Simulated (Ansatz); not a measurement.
TiAl$_{3}$:
```xyz
4
Lattice="-1.9118 1.9118 4.2813 1.9118 -1.9118 4.2813 1.9118 1.9118 -4.2813" Properties=species:S:1:pos:R:3 pbc="T T T"
Al     0.0000     0.0000     4.2813
Al     0.0000     1.9118     2.1407
Al     1.9118     0.0000     2.1407
Ti     0.0000     0.0000     0.0000
```

Relaxed with r²SCAN.

### Question
Map the electron localisation function on the plane through (0.500, 0.500, 0.000) spanned by u = [0, 0, 1] and v = [1, -1, 0] in lattice vectors, from r²SCAN (plane waves, PAW; program Ansatz).

### Answer
x is the fraction of u, y of v (the angle between them is 90°; rows are the nearest grid lines); atoms in the plane: Al at (0.00, 0.00), Al at (0.50, 0.25), Al at (0.50, 0.75), Ti at (0.00, 0.50).
```
|01014777778999987777741010|
|21015777788999988777751012|
|00047887788888888778874000|
|67899998863100136889999876|
|88999999851000015899999988|
|77788899830022003899888777|
|44456789830000003898765444|
|22224688840000004888642222|
|43211368862000026886311234|
|99862136899877899863126899|
|46884125899999999852148864|
|01795125899999999852159710|
|01795125899999999852159710|
|46884125899999999852148864|
|99862136899877899863126899|
|43211368862000026886311234|
|22224688840000004888642222|
|44456789830000003898765444|
|77788899830022003899888777|
|88999999851000015899999988|
|67899998863100136889999876|
|00047887788888888778874000|
|21015777788999988777751012|
|01014777778999987777741010|
```
Scale: ten equal steps from 0.014 (start of '0') to 0.699 (end of '9'), in the order '0123456789'; x runs from 0.000 to 1.00, y from 0.000 (bottom) to 1.00 (top).

The density is the valence pseudo-density with augmentation charge, so density and ELF within about 1 Å of a nucleus are not all-electron values.

Space group I4/mmm. The cell was relaxed with r²SCAN under the symmetry of its start. No spin polarisation was allowed.

Potentials: the later of the program's two PAW sets.
